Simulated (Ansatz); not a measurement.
Data:

Ba₂ScO₃F:
```yaml
crystal:
  lattice:
    - [-2.07243, 2.07243, 6.75238]
    - [2.07243, -2.07243, 6.75238]
    - [2.07243, 2.07243, -6.75238]
  atoms:
    - { symbol: Ba, position: [0.63584, 0.63584, 0.00000] }
    - { symbol: Ba, position: [0.36167, 0.36167, 0.00000] }
    - { symbol: Sc, position: [0.98677, 0.98677, 0.00000] }
    - { symbol: O, position: [0.00606, 0.50606, 0.50000] }
    - { symbol: O, position: [0.50606, 0.00606, 0.50000] }
    - { symbol: O, position: [0.83782, 0.83782, 0.00000] }
    - { symbol: F, position: [0.16578, 0.16578, 0.00000] }
```

This is the HSE06-relaxed structure.

Question: All from plane-wave PAW HSE06 (Ansatz code), unless another level is named. Give the band gap.

Answer: 5.09 eV (indirect).

Question: Predict the smallest direct gap on the standard path.

Answer: 5.29 eV.

Question: Next, the conduction-band minimum?

Answer: at M.

Question: Predict the valence-band maximum.

Answer: on the X–P line, 33 % of the way from X.

Space group I4mm. The first step of the workflow began from a Materials Project structure, measured or hypothetical; the Crystallography Open Database copy checked does not list it. Its standing as an ambient phase is unchecked. The HSE06 relaxation kept the symmetry of its start; its stability against distortions is not shown here. The run is not spin-polarised. The hybrid was solved on a coarse mesh, the path and, where they were found, the r²SCAN edge points; its band edges are the extreme levels among these. Scalar-relativistic: spin–orbit coupling is off unless named, which matters more the heavier the elements.

Potentials: the later of the program's two PAW sets.
